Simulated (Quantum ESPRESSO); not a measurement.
## Hf2TaO5F3 (input and log of a self-consistent run)

Computed values, not a measurement. The program is pw.x of Quantum ESPRESSO 7.5 (plane-wave density functional theory). The cell is made up: 11 atoms on a fluorite lattice with one site empty, with randomly drawn elements, strain and displacements, not relaxed. PseudoDojo standard norm-conserving files (v0.5 for PBE, v0.4.1 for LDA and PBEsol) set the functional; there is no spin polarisation, spin-orbit coupling or dispersion term, and the masses in the input are unused placeholders.

The hafnium pseudopotential is less sure than the others, with forces about 3 percent (worst 6) and pressure in oxides about 1.5 GPa (worst 2.7) from a second method in checks, which no rerun with the same files tests.

Input:

```
&control calculation='scf', pseudo_dir='./dojo.nc.sr.pbe.v0_5.standard.upf', outdir='./o', disk_io='medium', tprnfor=.true., tstress=.true. /
&system ibrav=0, nat=11, ntyp=4, nbnd=50, ecutwfc=84.00895049, nosym=.true., tot_charge=0,
 occupations='smearing', smearing='fd', degauss=0.0018374661
/
&electrons conv_thr=7.350e-09, electron_maxstep=60, /
ATOMIC_SPECIES
F 1.0 F.upf
Hf 1.0 Hf.upf
O 1.0 O.upf
Ta 1.0 Ta.upf
CELL_PARAMETERS angstrom
4.999 0.0 0.0
0.0 4.999 0.0
0.0 0.0 4.999
ATOMIC_POSITIONS angstrom
Hf -0.0411 -0.0317 0.0414
Ta -0.0064 2.4947 2.4883
Hf 2.5252 0.037 2.4426
O 1.2093 1.2852 1.2321
O 1.2699 1.2691 3.7521
O 1.2452 3.7336 1.2381
O 1.2278 3.7541 3.7652
O 3.7511 1.2915 1.257
F 3.6795 1.2232 3.7221
F 3.708 3.7584 1.2951
F 3.7783 3.7593 3.7962
K_POINTS automatic
5 5 5 1 1 1
```

The log is shortened where brackets say so; the opening notice, blank lines, dates and the lines on written files are dropped, and the path of the files is cut. It prints rydbergs, bohrs and kilobars, and counts compression as positive stress. With no partly filled state, the Fermi energy that it prints is only some level between the filled and the empty states on the mesh, and need not lie in the true gap.

```
     Program PWSCF v.7.5
     Parallel version (MPI & OpenMP), running on       1 processor cores
     Number of MPI processes:                 1
     Threads/MPI process:                     1
     [start-up lines left out]
     bravais-lattice index     =            0
     lattice parameter (alat)  =       9.4467  a.u.
     unit-cell volume          =     843.0358 (a.u.)^3
     number of atoms/cell      =           11
     number of atomic types    =            4
     number of electrons       =        88.00
     number of Kohn-Sham states=           50
     kinetic-energy cutoff     =      84.0090  Ry
     charge density cutoff     =     336.0358  Ry
     scf convergence threshold =      7.3E-09
     mixing beta               =       0.7000
     number of iterations used =            8  plain     mixing
     Exchange-correlation= PBE
                           (   1   4   3   4   0   0   0)
     [axes and pseudopotential details left out]
   Cartesian axes
     site n.     atom                  positions (alat units)
         1        Hf     tau(   1) = (  -0.0082216  -0.0063413   0.0082817  )
         2        Ta     tau(   2) = (  -0.0012803   0.4990398   0.4977596  )
         3        Hf     tau(   3) = (   0.5051410   0.0074015   0.4886177  )
         4        O      tau(   4) = (   0.2419084   0.2570914   0.2464693  )
         5        O      tau(   5) = (   0.2540308   0.2538708   0.7505701  )
         6        O      tau(   6) = (   0.2490898   0.7468694   0.2476695  )
         7        O      tau(   7) = (   0.2456091   0.7509702   0.7531906  )
         8        O      tau(   8) = (   0.7503701   0.2583517   0.2514503  )
         9        F      tau(   9) = (   0.7360472   0.2446889   0.7445689  )
        10        F      tau(  10) = (   0.7417483   0.7518304   0.2590718  )
        11        F      tau(  11) = (   0.7558112   0.7520104   0.7593919  )
     number of k points=    63  Fermi-Dirac smearing, width (Ry)=  0.0018
                       cart. coord. in units 2pi/alat
        k(    1) = (   0.1000000   0.1000000   0.1000000), wk =   0.0320000
        k(    2) = (   0.1000000   0.1000000   0.3000000), wk =   0.0320000
     [further k points left out]
     Dense  grid:    87655 G-vectors     FFT dimensions: (  60,  60,  60)
     Estimated max dynamical RAM per process >     149.31 MB
     Initial potential from superposition of free atoms
     starting charge      87.9953, renormalised to      88.0000
     Starting wfcs are   62 randomized atomic wfcs
     total cpu time spent up to now is       35.6 secs
     per-process dynamical memory:    92.1 Mb
     Self-consistent Calculation
     iteration #  1     ecut=    84.01 Ry     beta= 0.70
     Davidson diagonalization with overlap
     ethr =  1.00E-02,  avg # of iterations =  2.0
     total cpu time spent up to now is      103.4 secs
     total energy              =    -667.82841722 Ry
     estimated scf accuracy    <       4.39452506 Ry
     iteration #  2     ecut=    84.01 Ry     beta= 0.70
     Davidson diagonalization with overlap
     ethr =  4.99E-03,  avg # of iterations =  6.2
     total cpu time spent up to now is      219.3 secs
     total energy              =    -664.13173806 Ry
     estimated scf accuracy    <      36.63250093 Ry
     iteration #  3     ecut=    84.01 Ry     beta= 0.70
     Davidson diagonalization with overlap
     ethr =  4.99E-03,  avg # of iterations =  6.4
     total cpu time spent up to now is      322.6 secs
     total energy              =    -670.13279319 Ry
     estimated scf accuracy    <       1.41533512 Ry
     iteration #  4     ecut=    84.01 Ry     beta= 0.70
     Davidson diagonalization with overlap
     ethr =  1.61E-03,  avg # of iterations =  2.0
     total cpu time spent up to now is      388.6 secs
     total energy              =    -670.15527168 Ry
     estimated scf accuracy    <       0.54966323 Ry
     iteration #  5     ecut=    84.01 Ry     beta= 0.70
     Davidson diagonalization with overlap
     ethr =  6.25E-04,  avg # of iterations =  1.7
     total cpu time spent up to now is      447.8 secs
     total energy              =    -670.10163420 Ry
     estimated scf accuracy    <       0.28228534 Ry
     [iterations 6 to 10 left out]
     iteration # 11     ecut=    84.01 Ry     beta= 0.70
     Davidson diagonalization with overlap
     ethr =  1.33E-07,  avg # of iterations =  5.6
     total cpu time spent up to now is      902.7 secs
     total energy              =    -670.14119638 Ry
     estimated scf accuracy    <       0.00011978 Ry
     iteration # 12     ecut=    84.01 Ry     beta= 0.70
     Davidson diagonalization with overlap
     ethr =  1.33E-07,  avg # of iterations =  1.1
     total cpu time spent up to now is      954.3 secs
     total energy              =    -670.14118727 Ry
     estimated scf accuracy    <       0.00003952 Ry
     iteration # 13     ecut=    84.01 Ry     beta= 0.70
     Davidson diagonalization with overlap
     ethr =  4.49E-08,  avg # of iterations =  3.9
     total cpu time spent up to now is     1021.6 secs
     total energy              =    -670.14119642 Ry
     estimated scf accuracy    <       0.00000078 Ry
     iteration # 14     ecut=    84.01 Ry     beta= 0.70
     Davidson diagonalization with overlap
     ethr =  8.83E-10,  avg # of iterations =  4.7
     total cpu time spent up to now is     1106.6 secs
     total energy              =    -670.14119674 Ry
     estimated scf accuracy    <       0.00000022 Ry
     iteration # 15     ecut=    84.01 Ry     beta= 0.70
     Davidson diagonalization with overlap
     ethr =  2.48E-10,  avg # of iterations =  3.1
     total cpu time spent up to now is     1166.5 secs
     End of self-consistent calculation
          k = 0.1000 0.1000 0.1000 ( 10972 PWs)   bands (ev):
   -59.2542 -51.6425 -51.6294 -25.6747 -25.6415 -25.4599 -20.6652 -20.6296
   -20.3583 -20.3099 -20.2862 -20.0999 -15.0486 -14.6763 -14.2867  -7.3280
    -6.5161  -6.0518  -5.8860  -5.2524   1.5045   1.8499   2.1817   2.5476
     2.9910   3.0653   3.6033   4.3336   4.9840   5.6896   5.9455   6.1418
     6.4261   6.5984   7.3969   7.9225   8.0755   8.5255   8.8262   9.3572
     9.8012  10.1153  10.3629  11.1606  12.2089  12.3510  13.6877  13.9951
    14.4373  14.7216
     [levels at the other k points left out]
     the Fermi energy is    11.6769 ev
!    total energy              =    -670.14119679 Ry
     estimated scf accuracy    <          5.3E-09 Ry
     smearing contrib. (-TS)   =      -0.00000000 Ry
     internal energy E=F+TS    =    -670.14119679 Ry
     The total energy is F=E-TS. E is the sum of the following terms:
     one-electron contribution =    -176.08914321 Ry
     hartree contribution      =     137.23572363 Ry
     xc contribution           =    -161.73363820 Ry
     ewald contribution        =    -469.55413900 Ry
     convergence has been achieved in  15 iterations
     Forces acting on atoms (cartesian axes, Ry/au):
     atom    1 type  2   force =     0.23626501    0.08080065    0.02860072
     atom    2 type  4   force =     0.33333577   -0.10592796   -0.05396547
     atom    3 type  2   force =    -0.26442237    0.06937377   -0.02217938
     atom    4 type  3   force =    -0.04801772   -0.02098072    0.07097058
     atom    5 type  3   force =    -0.11177218   -0.00597056   -0.06696257
     atom    6 type  3   force =    -0.09609133    0.01500143    0.05971288
     atom    7 type  3   force =    -0.07378818    0.01013344   -0.06641467
     atom    8 type  3   force =     0.02384351   -0.01786340    0.05740737
     atom    9 type  1   force =     0.03088532    0.01789599    0.01914046
     atom   10 type  1   force =     0.00698071   -0.02294416    0.00333037
     atom   11 type  1   force =    -0.03721854   -0.01951848   -0.02964029
     Total force =     0.566101     Total SCF correction =     0.000249
     Computing stress (Cartesian axis) and pressure
          total   stress  (Ry/bohr**3)                   (kbar)     P=      -13.30
  -0.00021902  -0.00015110   0.00006727          -32.22      -22.23        9.90
  -0.00015110  -0.00009673  -0.00006159          -22.23      -14.23       -9.06
   0.00006727  -0.00006159   0.00004454            9.90       -9.06        6.55
     init_run     :     31.70s CPU     35.41s WALL (       1 calls)
     electrons    :   1077.53s CPU   1130.91s WALL (       1 calls)
     forces       :      9.71s CPU      9.83s WALL (       1 calls)
     stress       :     48.09s CPU     50.26s WALL (       1 calls)
     [timing details left out]
     PWSCF        :  19m27.44s CPU  20m28.84s WALL
     JOB DONE.
```

In other units: free energy -9117.735 eV for the cell, pressure -1.33 GPa, largest force component 8.570 eV/Å. A rerun of this cell at a cutoff of 1437 eV and k mesh 7 x 7 x 7 moved values by no more than 0.004 eV in energy, 0.04 GPa in stress and 0.003 eV/Å in force.